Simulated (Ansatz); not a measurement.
## One run on TiSi (Cmmm): total moment held at 0.6 μB

These are results of Ansatz 0.2.0, DFT, r2SCAN, all-electron PAW with datasets made for the crystal, scalar-relativistic, not measurements.

Command: `ansatz run input.yaml --threads 1 --pin off --max-ram 3072MiB --backend cpu --events-out ev --progress --plain --runs-dir out`

```yaml
crystal:
  lattice:
    - [1.816178, -2.117624, 0.0]
    - [1.816178, 2.117624, 0.0]
    - [0.0, 0.0, 3.803934]
  atoms:
    - { symbol: Ti, position: [0.5, 0.5, 0.0], spin: 0.6 }
    - { symbol: Si, position: [0.0, 0.0, 0.5] }
magnetization:
  spin_polarized: true
  initial_magnetization: 0.6
  spin_locking: { lock_magnetization: hard }
kpoints:
  mp_grid: { grid: [14, 14, 10] }
scf:
  occupations: { method: fermi_dirac, width: 0.05 }
  lower_state_search: "off"
hamiltonian:
  xc: r2scan
  pseudopotentials: { kind: all_electron, datasets: crystal }
output:
  forces: true
  stress: true
  eigenvalues: false
```

Log:

```
Warning: This run holds its total moment fixed (magnetization.spin_locking.lock_magnetization: hard) and mixes its density by anderson or broyden (scf.mixing.algorithm, typed or taken by auto). Slabs with a fixed moment have converged under broyden above another state at the same moment, at the default mixing steps and at smaller ones, and under scf.lower_state_search: standard, light or off a sta …
settings of this run that can trade accuracy for cost: output.eigenvalues: false. Do not mix this run's numbers with those of runs without the same settings; the input reference describes each key
hamiltonian.pseudopotentials.datasets: crystal makes datasets for this crystal and solves the spheres of its atoms anew in each pass: cutoff 240.0 eV, the density's 1680.0 eV; for an error of 0.50 meV an atom under PBE, 1.0 meV for the cell; an energy difference from a run of another recipe may be off by several times the error for the cell, under r2SCAN by more, where some 0.1 meV an atom stays a …
Engine: ansatz 0.2.0
Pseudopotentials: kind: all_electron
Pseudopotential: Ti, paw, valence charge 12, recommended cutoff 240 eV (normal), crystal/all_electron/r2scan/scalar/gaussian/Ti, Koelling and Harmon's equation, gaussian nucleus
Pseudopotential: Si, paw, valence charge 4, recommended cutoff 240 eV (normal), crystal/all_electron/r2scan/scalar/gaussian/Si, Koelling and Harmon's equation, gaussian nucleus
Functional definition: r2SCAN
  parameter k0 = 0.174
  parameter k1 = 0.065
  parameter a1 = 4.9479
  exchange = r2scan_x(k0 = k0, k1 = k1, a1 = a1)
  correlation = r2scan_c
Crystal: 2 atoms, lattice volume = 29.260 Å³
Basis set: ecut = 240 eV, 253 PW (Γ), exchange–correlation on 60×60×81 points (27 copies of the dense FFT grid, shifted against one another)
Bands: 13, of which v1, the nominal top of the filled ones, is band 8 counted from 1 (7 counted from 0)
Symmetry: 8 space group operations
Space group: Cmmm (ITA 65), of the structure as read, at distance tolerance 3.1e-5 Å
Magnetic group: BNS 65.481 (UNI 579), of the structure as read, at distance tolerance 3.1e-5 Å
k-points: 342 of 1960
Non-local potential: Ti, projectors of the file, l = 0: 2, l = 1: 2, l = 2: 2
Non-local potential: Si, projectors of the file, l = 0: 1, l = 1: 1
PAW form: soft (Blöchl's): semilocal exchange-correlation on the pseudo side does not see the compensation charge
PAW one-centre angular grid: Ti, 590 points (default); XC on its mesh's 1951 points in the sphere
PAW one-centre angular grid: Si, 302 points (default); XC on its mesh's 1969 points in the sphere
Initial density: superposition of atomic densities (chi_scale 0.1, normalization cell)
Starting moments: Σ|m| = 0.6 μB on 1 of 2 sites
Initial wavefunctions: pseudopotential atomic-orbital guess
Functional: x = r2scan, c = r2scan; τ floored in thin density (d = 2e-4 eV/Å³)
iter 1 solved again at ethr=3.03e-3 eV; its pass at ethr=1.00e-1 eV (dr2=4.85e-1 eV) is discarded
[...]
Past the cutoffs: a stress includes 0.0048 GPa for waves and charges beyond them, in addition to the slope of what the spheres take
In the spheres:  the bands' charges fall short by 2.8e-6 e at most (sound up to 1e-3)
Fermi energy:    14.525120 (↑ 14.790874, ↓ 14.259366) eV
--- Per-component energies (eV) ---
  E_band       = -125.314443
  E_kinetic    = 141.315553
  E_local      = -663.546485  (includes V_loc(G=0)·N_el)
  E_nonlocal   = -87.363377
  E_hartree    = 378.560125
  E_xc         = -77.217172
  E_vxc        = -110.227424  (∫ρ·V_xc dr)
  E_paw        = -31547.774640  (= ΣΔE_a)
  E_vpaw       = -2115.446858  (= ΣTr[D̂ρ^β])
  E_vtau       = 6.546109  (kinetic-family band-sum trace: ∫τ·v_τ [+ j·A + Jᵃ·Aᵃ] dr)
  E_ewald      = -1225.537457
  E_smearing   = -0.010188  (= −TS)
  E_closure    = 1946.286941  (closes the sum)
  Σ components = -31135.286698   (vs F -31135.286698, Δ=3.64e-12)
  The terms above E_closure are by the made datasets' own strengths, without shells solved beside the bands.
--- Forces (eV/Å), atoms counted from 1 ---
  atom   1  Ti     0.00000000     0.00000000     0.00000000
  atom   2  Si     0.00000000     0.00000000     0.00000000
  max |Σ_I F_I| component: 1.77e-30 eV/Å
--- Stress (GPa, compression-positive) ---
       -0.711117       0.000000       0.000000
        0.000000      -0.814925       0.000000
        0.000000       0.000000      -1.607637
  P = ⅓ Tr σ = -1.0446 GPa (-10.446 kbar)
settings of this run that can trade accuracy for cost: output.eigenvalues: false. Do not mix this run's numbers with those of runs without the same settings; the input reference describes each key
```

Site moments (μB): Ti1 0.40, Si2 0.02. Cell moment 0.60 μB.

The magnetic group in the log treats spin as a scalar label, without spin–orbit coupling.

The Ansatz runs typed with the search for lower states off end where their start leads. r²SCAN is known to give itinerant transition metals moments and polarisation energies that are too large. These are results for the start and cell typed. The real compound can order otherwise, in a larger cell, or not at all, since semilocal functionals at zero temperature often overstate magnetism.

It took 41 s on 1 thread of Intel(R) Xeon(R) Platinum 8559C (Emerald Rapids), with other jobs on the host, peak memory 0.87 GiB.
